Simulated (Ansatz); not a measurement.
**Does relaxation matter for the field gradients of CaV4Pd3O12?**

Start: a refined structure from the COD, atoms as given.

Space group Im-3 (No. 204); a = 7.4032 Å.

```csv
site,Wyckoff,site symmetry,x,y,z
Ca,2a,m-3.,0.0000,0.0000,0.0000
V,8c,.-3.,0.2500,0.2500,0.2500
Pd,6b,mmm..,0.5000,0.0000,0.0000
O,24g,m..,0.0000,0.2947,0.1856
```

One atom of each set is listed; the run and its k-mesh use a cell of 20 atoms with edges of 6.41, 6.41, 6.41 Å.

Computed with Ansatz: DFT, PBE, plane waves and PAW, scalar-relativistic, collinear spin, 420 eV cutoff, Γ-centred 7×7×7 k-points, Fermi–Dirac smearing 0.05 eV. Start moments as typed (μB): 1 on each V, none on the rest.

The largest force at the start is 0.16 eV/Å. Relaxing the ions at fixed cell moves them by 0.015 Å at most (atom 11, O) and 0.012 Å rms.

```
site  moved (Å)             first shell before              first shell after  V_zz before (10²¹ V/m²)  η before
   V      0.000                  6 O at 1.94 Å                  6 O at 1.94 Å                     0.12      0.00
  Pd      0.000                  4 O at 2.05 Å                  4 O at 2.05 Å                   -19.36      0.20
   O      0.015  2 V at 1.94 Å, 1 Pd at 2.05 Å  2 V at 1.94 Å, 1 Pd at 2.05 Å                    -4.80      0.80
```

(1) What are V_zz and η after the relaxation?

## Answers

(1) 

| site | V_zz after | η after | change of V_zz |
| --- | --- | --- | --- |
| V | -0.022 | 0.00 | -0.14 |
| Pd | -19.05 | 0.18 | +0.31 |
| O | -4.92 | 0.78 | -0.12 |

The largest change of V_zz is on Pd, from -19.36 to -19.05. In per cent, |V_zz| changes by -2 on Pd, +3 on O (all sites that start above 2). V_zz changes sign on V (same axis). Sites without a gradient aren't listed.

The run finds no gap above 0.1 eV (a metal, or nearly one), so the gradients can move by 10 % or more with the k-mesh. Without spin–orbit coupling (the program notes it for Pd) the gradients can shift somewhat, as the gap is small. Semilocal functionals can leave a metal where correlation in the d or f shell opens a gap in the real compound, and that would change the values at and beside V. With these PAW files V_zz is typically within 2 to 3 % of all-electron values, but misses above 10 % occur on Pd. All moments are parallel here, as the start or the cell imposes; many such compounds order antiparallel, where fields and spin densities carried over to other atoms largely cancel. The magnetic order is the one that the run reached from its start moments, not necessarily the measured one (the real compound may not order at all).
